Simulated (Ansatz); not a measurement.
AlN:
```cif
data_AlN
_chemical_formula_sum 'Al1 N1'
_space_group_name_H-M_alt 'P 1'
_space_group_IT_number 1
_cell_length_a 2.68078
_cell_length_b 2.68078
_cell_length_c 3.84360
_cell_angle_alpha 90.000
_cell_angle_beta 90.000
_cell_angle_gamma 90.000
loop_
_space_group_symop_operation_xyz
  'x, y, z'
loop_
_atom_site_label
_atom_site_type_symbol
_atom_site_fract_x
_atom_site_fract_y
_atom_site_fract_z
_atom_site_occupancy
Al1 Al 0.50000 0.50000 0.00000 1
N1 N 0.00000 0.00000 0.00000 1
```

Relaxed with PBE+D3(BJ).

Task: Decompose the optical modes at the zone centre into irreducible representations, and say which are infrared and Raman allowed.

Result: Point group 4/mmm: Γ_opt = A2u + Eu. Infrared: A2u, Eu. Raman: none.

Task: Assign frequencies (DFPT, the program Ansatz at the PBE+D3(BJ) level (PAW); without the LO–TO term).

Result: A2u 411, Eu 691 cm⁻¹.

Space group P4/mmm. A made-up cell: these elements were put on the sites of a structure type; neither database checked (COD, Materials Project) lists it. It is not the phase usual at ambient conditions (space group No. 186, 216). The cell was relaxed with PBE+D3(BJ) under the symmetry of its start. At this level the phase is dynamically unstable (imaginary phonons).

Potentials: the later of the program's two PAW sets.
